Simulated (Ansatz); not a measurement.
A geometry of GaNi away from equilibrium: step 8 of the relaxation of a generated trial cell of GaNi in the AFLOW prototype AB_tP4_131_c_e (B17, as in PtS). Level of theory: PBEsol (plane waves to 420 eV, PAW, scalar-relativistic; Ansatz, an electronic-structure program). Γ-centred k-mesh 10×10×8 on the run's cell (coarser than for final values), Fermi–Dirac smearing 0.05 eV.

```
CELL_PARAMETERS angstrom
      3.78841     0.00000     0.00000
      0.00000     3.78841     0.00000
      0.00000     0.00000     4.82319
ATOMIC_POSITIONS crystal
  Ga 0.00000 0.50000 0.00000
  Ga 0.50000 0.00000 0.50000
  Ni 0.00000 0.00000 0.25000
  Ni 0.00000 0.00000 0.75000
```
Spin-polarised start, with parallel moments on Ni.

Task: Which atoms carry the largest force, and which way does it point?

Result: No atom: all forces are below 0.005 eV/Å; only the cell is out of equilibrium.

Task: What is the pressure?

Result: +6.6 GPa, compression positive.

Task: How much energy per atom can still be gained by relaxing?

Result: 0.02 eV/atom; the path ends in P4₂/mmc (No. 131) (AFLOW prototype AB_tP4_131_c_e (B17, as in PtS)).

No spin polarisation in the result: the starting moments vanished. A magnetic state may lie lower.

The run could not lose the symmetry of its start: the end is stationary, and may be a saddle point rather than a minimum.

All atoms sit on sites fixed by symmetry, so only the cell could relax.

The end of the path is a generated cell of GaNi: the first start was made by placing the elements on the sites of a structure type, and the end was not matched to a known phase here, so it may be hypothetical.
